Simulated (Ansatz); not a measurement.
Given:

LaGaO3 (space group R-3c)

```
LaGaO3
1.0
    2.73391     1.57843     4.38110
   -2.73391     1.57843     4.38110
    0.00000    -3.15685     4.38110
La Ga O
2 2 6
Cartesian
  0.00000   0.00000   3.28582
  0.00000   0.00000   9.85747
  0.00000   0.00000   0.00000
  0.00000   0.00000   6.57164
  1.53723   0.49429   5.47637
 -1.53723  -0.49429   7.66692
 -1.19669   1.08413   5.47637
  1.19669  -1.08413   7.66692
 -0.34054  -1.57843   5.47637
  0.34054   1.57843   7.66692
```

The atoms are displaced by Q × the pattern below (from a DFPT mode at Γ, largest move 1; Q in Å), at fixed cell. It is one choice among 2 degenerate patterns.

```tsv
atom	x	y	z
La1	0.000	-0.060	0.000
La2	0.000	-0.060	0.000
Ga3	-0.193	-0.352	0.000
Ga4	0.193	-0.352	0.000
O5	-0.395	0.914	-0.088
O6	-0.395	0.914	-0.088
O7	0.395	0.914	-0.088
O8	0.395	0.914	-0.088
O9	0.000	0.230	0.175
O10	0.000	0.230	0.175
```

Computed with LDA (plane waves to 420 eV, PAW, scalar-relativistic; Ansatz, an electronic-structure program). k mesh 8×8×8 (Γ-centred), Fermi-Dirac smearing 0.05 eV. Energies are smeared free energies. LaGaO3 is run without spin polarisation. LaGaO3 was relaxed with its symmetry unable to fall. This is one of several known forms of LaGaO3; the measured ambient cells at hand have space group No. 62. The zero of ΔE is the undisplaced structure.

The scan covers Q from -0.280 to 0.280 Å in 13 points.

Task: Is the energy the same for equal positive and negative displacements?

Result: Even: the same for both signs.

Task: Which space group does the distorted structure have?

Result: Cc (No. 9), lowered from R-3c.

Task: What is the energy change at Q = 0.280 Å?

Result: 1414 meV/cell.

Task: What harmonic wavenumber does the curvature at Q = 0 give?

Result: 320 cm⁻¹.

(A displaced cell: forces are minus the slopes of the energy, force constants its curvatures, and phonons follow from these.)
